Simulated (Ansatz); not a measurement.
**Two-dimensional strain map in Ga3Se**

Level of theory: DFT PBE+D3(BJ), scalar-relativistic, plane waves, PAW (Ansatz 0.2.0). Cutoff 420 eV, Γ-centred 12×12×12 k-points, Gaussian smearing of 0.15 eV. No spin polarisation. Energies are free energies at this smearing, counted from the undisturbed cell; pressure is positive in compression.

The starting cell (relaxed at this level; it needn't be the usual structure):

```
CELL_PARAMETERS angstrom
4.32361 0.00000 0.00000
0.00000 4.32361 0.00000
0.00000 0.00000 4.32361
ATOMIC_POSITIONS crystal
Ga 0.00000 0.50000 0.50000
Ga 0.50000 0.00000 0.50000
Ga 0.50000 0.50000 0.00000
Se 0.00000 0.00000 0.00000
```

The cell is strained by p along both x and y and by q along z, fractional coordinates fixed. Points are written (p, q).

p was sampled at -0.030, -0.015, 0.000, 0.015, 0.030 and q at -0.030, -0.015, 0.000, 0.015, 0.030.

Question: Where on the computed points is the energy highest, and how high?

Answer: At (-0.030, -0.030): 26.7 meV/atom.

Question: Away from (0, 0), which computed point is lowest?

Answer: (0.015, -0.030): 0.2 meV/atom.

The map, in meV/atom:

```
 p \ q  -0.030  -0.015  0.000  0.015  0.030
-0.030    26.7    18.3   11.9    7.2    4.0
-0.015    11.6     6.4    2.9    1.0    0.5
 0.000     3.0     0.8    0.0    0.6    2.4
 0.015     0.2     0.6    2.3    5.3    9.3
 0.030     2.6     5.2    9.2   14.4   20.5
```